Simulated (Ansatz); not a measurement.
The relaxed structure here is a generated cell of B6As: the first start was made by a random draw of sites in a space group, and the end was not matched to a known phase here, so it may be hypothetical.

The start is a randomly generated symmetric cell of B6As (space group No. 225). The structure is fully relaxed (lattice and positions, P = 0) with r2SCAN (plane waves to 500 eV, PAW, scalar-relativistic; Ansatz, a first-principles code). The first steps use a coarse 6×6×6 k-mesh.

Input geometry:
```yaml
crystal:
  lattice:
    - [0.00000, 3.18905, 3.18905]
    - [3.18905, 0.00000, 3.18905]
    - [3.18905, 3.18905, 0.00000]
  atoms:
    - { symbol: As, position: [0.50000, 0.50000, 0.50000] }
    - { symbol: B, position: [0.84631, 0.15369, 0.15369] }
    - { symbol: B, position: [0.15369, 0.84631, 0.84631] }
    - { symbol: B, position: [0.15369, 0.84631, 0.15369] }
    - { symbol: B, position: [0.84631, 0.15369, 0.84631] }
    - { symbol: B, position: [0.15369, 0.15369, 0.84631] }
    - { symbol: B, position: [0.84631, 0.84631, 0.15369] }
```

Outcome: The space group stays Fm-3m (No. 225) (the run could not lower it), with 7 atoms in the primitive cell
Energy released: 1.45 eV/atom
Volume change: +15.8 %, from 9.27 to 10.73 Å³/atom
Shortest distances (start → end): The closest pairs of elements (up to four, under 3.6 Å), start → end: B–B 1.39 → 1.69 Å; As–B 2.21 → 2.15 Å
Band gap at the end: zero (metallic)
Optimiser moves: 9

The end point of the relaxation:

Space group Fm-3m (No. 225); a = b = c = 6.6982 Å, α = β = γ = 90.00°

| atom | site | symmetry | x | y | z |
|---|---|---|---|---|---|
| As | 4b | m-3m | 0.5000 | 0.5000 | 0.5000 |
| B | 24e | 4m.m | 0.0000 | 0.0000 | 0.1783 |
(The calculation used a cell of 7 atoms; values per cell refer to that cell.)

Final values are on a 12×12×12 k-mesh of the relaxed cell. No spin polarisation in the result. The relaxed primitive cell holds an odd number of electrons. A magnetic state may lie lower.

The run could not lose the symmetry of its start: the end is stationary, and may be a saddle point rather than a minimum.
